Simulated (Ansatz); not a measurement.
The start is a generated cell, TiAl3 placed in the A15 structure type. The structure is fully relaxed (lattice and positions, P = 0) with PBEsol (plane waves to 420 eV, PAW, scalar-relativistic; Ansatz, a program for electronic structure). The first steps use a coarse 7×7×7 k-mesh.

Initial structure:
```yaml
crystal:
  lattice:
    - [4.92752, 0.00000, 0.00000]
    - [0.00000, 4.92752, 0.00000]
    - [0.00000, 0.00000, 4.92752]
  atoms:
    - { symbol: Al, position: [0.25000, 0.00000, 0.50000] }
    - { symbol: Al, position: [0.75000, 0.00000, 0.50000] }
    - { symbol: Al, position: [0.00000, 0.50000, 0.25000] }
    - { symbol: Al, position: [0.00000, 0.50000, 0.75000] }
    - { symbol: Al, position: [0.50000, 0.25000, 0.00000] }
    - { symbol: Al, position: [0.50000, 0.75000, 0.00000] }
    - { symbol: Ti, position: [0.00000, 0.00000, 0.00000] }
    - { symbol: Ti, position: [0.50000, 0.50000, 0.50000] }
```

```json
{
  "initial_pressure": "+10.4 GPa (positive: the cell is compressed)",
  "outcome": "The space group stays Pm-3n (No. 223) (the run could not lower it); the end is A15 (Cr3Si type), with 8 atoms in the primitive cell",
  "energy_released": "0.04 eV/atom",
  "volume_change": "+9.2 %, from 14.96 to 16.33 Å³/atom",
  "Shortest distances (start → end)": "The closest pairs of elements (up to four, under 3.6 Å), start → end: Al–Al 2.46 → 2.54 Å; Al–Ti 2.75 → 2.84 Å",
  "optimiser_moves": "6"
}
```

The end point of the relaxation:

Space group Pm-3n (No. 223); a = b = c = 5.0737 Å, α = β = γ = 90.00°

| atom | site | symmetry | x | y | z |
|---|---|---|---|---|---|
| Al | 6c | -4m.2 | 0.0000 | 0.5000 | 0.2500 |
| Ti | 2a | m-3. | 0.0000 | 0.0000 | 0.0000 |

Final values are on a 9×9×9 k-mesh of the relaxed cell. No spin polarisation in the result.

The run could not lose the symmetry of its start, so the end can be a saddle point.

All atoms sit on sites fixed by symmetry, so only the cell could relax.

The relaxed structure here is a generated cell of TiAl3: the first start was made by placing the elements on the sites of a structure type, and the end was not matched to a known phase here, so it may be hypothetical. Known forms of TiAl3 include space group No. 139.
